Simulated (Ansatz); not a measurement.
## Al: computed property card

Al:
```xyz
2
Lattice="2.8284 0.0000 0.0000 -1.4142 2.4495 0.0000 0.0000 0.0000 4.5989" Properties=species:S:1:pos:R:3 pbc="T T T"
Al     1.4142     0.8165     3.4492
Al     0.0000     1.6330     1.1497
```

Space group P6_3/mmc (No. 194), hcp (Mg type); conventional cell a = b = 2.828 Å, c = 4.599 Å, α = β = 90.00°, γ = 120.00°.

Method: LDA in the plane-wave PAW code Ansatz. The cell and atoms are relaxed at this level. Other levels are named where they apply.

Cell and energy:

```json
{
  "volume_per_atom": "15.93 Å³",
  "density": "2.81 g/cm³"
}
```

Electronic structure:

```json
{
  "electronic_character": "metallic (no gap)",
  "Density of states at the Fermi level": "0.42 states/eV per atom (mean over ±0.08 eV)"
}
```

Mechanics:

```json
{
 "Bulk modulus (Birch–Murnaghan fit)": "80.4 GPa",
 "Pressure derivative B′": "4.5",
 "Elastic constants (relaxed ions, GPa)": "C11 = 120, C12 = 63.4, C13 = 55.8, C33 = 134, C44 = 13.2",
 "mechanical_stability": "stable (all eigenvalues of C positive)",
 "hill_bulk_and_shear_moduli": "80.3 and 22.1 GPa",
 "Young's modulus": "60.8 GPa",
 "Poisson's ratio": "0.37",
 "debye_temperature_from_the_elastic_constants": "374 K"
}
```

Phonons:

```json
{
 "highest_zone_centre_frequency": "330 cm⁻¹",
 "zone_centre_stability": "no imaginary mode at Γ"
}
```

The first step of the workflow began from a Materials Project structure, measured or hypothetical; the Crystallography Open Database copy checked does not list it. It is not the phase usual at ambient conditions (space group No. 225). The LDA relaxation kept the symmetry of its start. As this level gives no gap, shear constants depend on the k-mesh and smearing (Fermi–Dirac, 0.1 eV here). As this level gives no gap, phonon frequencies hold no LO–TO term and depend on the k-mesh and smearing (Fermi–Dirac, 0.1 eV here). Axis ratios of metals converge slowly with the k-mesh, so a and c are less sure than the volume. On the denser mesh and wider smearing of the elastic run this cell carries a stress of 0.8 GPa.

Potentials: the earlier of the program's two PAW sets.
